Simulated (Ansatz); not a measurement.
B (bcc (W type), Im-3m) under volume change, the program Ansatz at the PBEsol level (PAW), scaled uniformly.

| V (Å³/atom) | E − E(relaxed) (meV/atom) | P (GPa) |
|---|---|---|
| 5.514 | 43.6 | 27.60 |
| 5.696 | 18.4 | 17.03 |
| 5.878 | 4.4 | 7.90 |
| 6.060 | 0.0 | 0.00 |
| 6.242 | 4.0 | -6.83 |
| 6.423 | 15.1 | -12.57 |
| 6.605 | 32.1 | -17.14 |

Q: What does a third-order Birch–Murnaghan fit give for V₀, B₀ and B′?

A: V₀ = 6.06 Å³/atom, B₀ = 241 GPa, B′ = 4.2.

A made-up cell: these elements were put on the sites of a structure type; neither database checked (COD, Materials Project) lists it. It is not the phase usual at ambient conditions (space group No. 166). The cell was relaxed with PBEsol under the symmetry of its start. At this level the phase is mechanically unstable.

Potentials: the later of the program's two PAW sets.
